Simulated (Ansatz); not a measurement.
All numbers below come from DFT PBE, scalar-relativistic, plane waves, PAW in Ansatz 0.2.0. All cells share a 420 eV cutoff and Γ-centred k meshes spaced at most about 0.3 Å⁻¹ (about 0.25 or finer for metals, 2π included). No spin polarisation in the final relaxations.

These are static total energies at zero pressure. All come from trial cells, and lower structures may exist.

**Question.** Which of these relaxed structures of BeAl₃ is the lowest in energy?
A.

```
CELL_PARAMETERS angstrom
2.81125 0.00000 0.00000
0.00000 8.35690 0.00000
0.00000 0.00000 5.05175
ATOMIC_POSITIONS crystal
Be 0.00000 0.50000 0.70010
Be 0.50000 0.50000 0.04734
Al 0.50000 0.30785 0.45111
Al 0.00000 0.26093 0.96867
Al 0.50000 0.00000 0.77810
Al 0.00000 0.00000 0.30692
Al 0.50000 0.69215 0.45111
Al 0.00000 0.73907 0.96867
```

B.

```
CELL_PARAMETERS angstrom
2.78049 0.00000 0.00000
-1.39024 2.40797 0.00000
0.00000 0.00000 8.77966
ATOMIC_POSITIONS crystal
Be 0.33333 0.66667 0.50000
Al 0.00000 0.00000 0.72427
Al 0.33333 0.66667 0.00000
Al 0.00000 0.00000 0.27573
```

**Answer.** A. It has Be and Al ordered on dhcp sites, space group Pmm2 (No. 25); the next, B, with Be and Al ordered on hcp sites, space group P-6m2 (No. 187), lies 54 meV/atom higher. Counting all near atoms (those within 1.25 times the shortest distance at each site; a plus sign parts nearer from farther groups; a slash parts the counts of unlike sites), the lowest has Be 2+6/8, Al 12/3+9 and the next has Be 12, Al 12. Even the lowest lies +0.13 eV/atom against the elements.

Cells relaxed within their symmetry can be saddle points. The Pmm2 cell of BeAl3 came from shaking the P-6m2 one. Some candidate types were left out of the draw beforehand, so a known form may be missing.
